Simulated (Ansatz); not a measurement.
The start is a generated trial cell of Si2Ni in the Al2Cu structure type. Cell shape, volume and atoms are optimised at zero target pressure with PBE (plane waves to 420 eV, PAW, scalar-relativistic; Ansatz, an electronic-structure program). The first steps use a coarse 7×7×7 k-mesh.

Input geometry:
```yaml
crystal:
  lattice:
    - [-2.74697, 2.74697, 2.21031]
    - [2.74697, -2.74697, 2.21031]
    - [2.74697, 2.74697, -2.21031]
  atoms:
    - { symbol: Si, position: [0.65800, 0.15800, 0.81600] }
    - { symbol: Si, position: [0.84200, 0.65800, 0.50000] }
    - { symbol: Si, position: [0.15800, 0.34200, 0.50000] }
    - { symbol: Si, position: [0.34200, 0.84200, 0.18400] }
    - { symbol: Ni, position: [0.25000, 0.25000, 0.00000] }
    - { symbol: Ni, position: [0.75000, 0.75000, 0.00000] }
```
Spin-polarised start, with parallel moments on Ni.

**Question.** What pressure does the first self-consistent step give?

**Answer.** +26 GPa (positive: the cell is compressed).

**Question.** What is the largest force in the starting geometry, and on which atom (counted from 1)?

**Answer.** About 0.6 eV/Å, on Si1, Si2, Si3, Si4 (atoms numbered as listed).

**Question.** By how much does the energy per atom fall from start to end?

**Answer.** 0.16 eV/atom.

**Question.** How does the volume per atom move from start to end?

**Answer.** +13.0 %, from 11.12 to 12.56 Å³/atom.

**Question.** How do the shortest distances between atoms change?

**Answer.** The closest pairs of elements (up to four, under 3.6 Å), start → end: Ni–Ni 2.21 → 2.45 Å; Ni–Si 2.35 → 2.43 Å; Si–Si 2.46 → 2.43 Å.

**Question.** Is the relaxed structure metallic? Give its gap.

**Answer.** Zero (metallic).

**Question.** What magnetic moments remain?

**Answer.** Zero (the starting moments vanished).

**Question.** Give the final cell and atomic positions.

**Answer.** 
Space group I4/mcm (No. 140); a = 5.550 Å, b = 5.550 Å, c = 4.894 Å, α = 90.00°, β = 90.00°, γ = 90.00°

| atom | site | symmetry | x | y | z |
|---|---|---|---|---|---|
| Si | 8h | m.2m | 0.1546 | 0.3454 | 0.0000 |
| Ni | 4a | 422 | 0.0000 | 0.0000 | 0.2500 |
(The calculation used a cell of 6 atoms; values per cell refer to that cell.)

The space group stays I4/mcm (No. 140) (the run could not lower it), with 6 atoms in the primitive cell. Final values are on a 13×13×13 k-mesh of the relaxed cell. No spin polarisation in the result: the starting moments vanished. A magnetic state may lie lower.

The run could not lose the symmetry of its start, so the end can be a saddle point.

The relaxed structure here is a generated cell of Si2Ni: the first start was made by placing the elements on the sites of a structure type, and the end was not matched to a known phase here, so it may be hypothetical. Known forms of Si2Ni include space group No. 225.
